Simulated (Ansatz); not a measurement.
Zn (hcp, Mg type)

```yaml
crystal:
  lattice:
    - [2.62220, 0.00000, 0.00000]
    - [-1.31110, 2.27089, 0.00000]
    - [0.00000, 0.00000, 10.38638]
  atoms:
    - { symbol: Zn, position: [0.33333, 0.66667, 0.37500] }
    - { symbol: Zn, position: [0.33333, 0.66667, 0.87500] }
    - { symbol: Zn, position: [0.66667, 0.33333, 0.12500] }
    - { symbol: Zn, position: [0.66667, 0.33333, 0.62500] }
```

A phonon eigenvector at A = (0.0, 0.0, 0.5) is frozen into this cell: atom i moves by Q times the vector below, so Q is the largest atomic displacement, in Å. The cell is held. It is one choice among 4 degenerate patterns. (q is in reciprocal vectors of the primitive cell; the cell shown is doubled to hold the pattern.)

| atom | x | y | z |
|---|---|---|---|
| Zn3 | 0.000 | 1.000 | 0.000 |
| Zn4 | 0.000 | -1.000 | 0.000 |

Atoms not listed stay in place.

These are PBE (plane waves to 420 eV, PAW, scalar-relativistic; Ansatz, an electronic-structure program) values and carry that method's errors. k mesh 20×20×5 (Γ-centred), Fermi-Dirac smearing 0.05 eV. E stands for the smeared free energy. With partly filled bands, energies and forces of such displacements shift with the k mesh and the smearing. The PAW data are Ansatz's earlier set. Zn was relaxed with its symmetry unable to fall. The zero of ΔE is the undisplaced structure. The last digit holds for this mesh only.

```json
[
 {"Q (Å)": "-0.180", "ΔE (meV/cell)": "17.14"},
 {"Q (Å)": "-0.150", "ΔE (meV/cell)": "withheld"},
 {"Q (Å)": "-0.120", "ΔE (meV/cell)": "7.68"},
 {"Q (Å)": "-0.090", "ΔE (meV/cell)": "4.33"},
 {"Q (Å)": "-0.060", "ΔE (meV/cell)": "1.93"},
 {"Q (Å)": "-0.030", "ΔE (meV/cell)": "0.48"},
 {"Q (Å)": "0.000", "ΔE (meV/cell)": "0.00"},
 {"Q (Å)": "0.030", "ΔE (meV/cell)": "0.48"},
 {"Q (Å)": "0.060", "ΔE (meV/cell)": "1.93"},
 {"Q (Å)": "0.090", "ΔE (meV/cell)": "4.33"},
 {"Q (Å)": "0.120", "ΔE (meV/cell)": "7.68"},
 {"Q (Å)": "0.150", "ΔE (meV/cell)": "withheld"},
 {"Q (Å)": "0.180", "ΔE (meV/cell)": "17.14"}
]
```

Q: Fit an even polynomial form (powers 2, 4) to the given rows and predict ΔE at Q = 0.150.

A: Least squares on the 11 given rows: ΔE = (536.7)·Q² + (-236.0)·Q⁴, in meV/cell with Q in Å; root-mean-square residual 0.002 meV/cell. At 0.150 the fit gives 11.96 meV/cell; the calculation gives 11.96 meV/cell, the same to the digits shown. The quadratic term alone would give 12.08 meV/cell.

(For displaced atoms, the force is minus the slope of the energy, and its curvature is a force constant, which sets phonon frequencies.)
